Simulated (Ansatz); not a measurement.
TiHgO3, a database entry at a rescaled volume

```yaml
crystal:
  lattice:
    - [2.68194, 1.54842, 4.52269]
    - [-2.68194, 1.54842, 4.52269]
    - [0.00000, -3.09684, 4.52269]
  atoms:
    - { symbol: O, position: [0.66500, 0.83500, 0.25000] }
    - { symbol: O, position: [0.25000, 0.66500, 0.83500] }
    - { symbol: O, position: [0.83500, 0.25000, 0.66500] }
    - { symbol: O, position: [0.75000, 0.33500, 0.16500] }
    - { symbol: O, position: [0.33500, 0.16500, 0.75000] }
    - { symbol: O, position: [0.16500, 0.75000, 0.33500] }
    - { symbol: Ti, position: [0.00000, 0.00000, 0.00000] }
    - { symbol: Ti, position: [0.50000, 0.50000, 0.50000] }
    - { symbol: Hg, position: [0.25000, 0.25000, 0.25000] }
    - { symbol: Hg, position: [0.75000, 0.75000, 0.75000] }
```

Single point in Ansatz 0.2.0 with r2SCAN, no spin polarisation. Cutoff 500 eV, PAW datasets, 6×6×6 Γ-centred k mesh, cold filling (width 0.0519 eV).

Electronic structure: The gap is 1.90 eV, direct at the points sampled. A semilocal functional usually gives too small a gap.
Stress: The pressure is 2.8 GPa (compression positive), so with the atoms held at these fractions the cell would first expand.
Forces: The largest is on O2 (and as large on other atoms): 0.08 eV/Å, components (-0.04, 0.07, 0.00). It makes 77° with the line to a nearest neighbour, Ti7 at 1.97 Å.
Band edges: Within 0.7 eV of the edges, the states project mainly on O p (85 %) below the gap and on Ti d (77 %) above it.

Origin: a database entry at a rescaled volume. Caveats: no spin-orbit coupling, which can shift this gap by tenths of an eV.
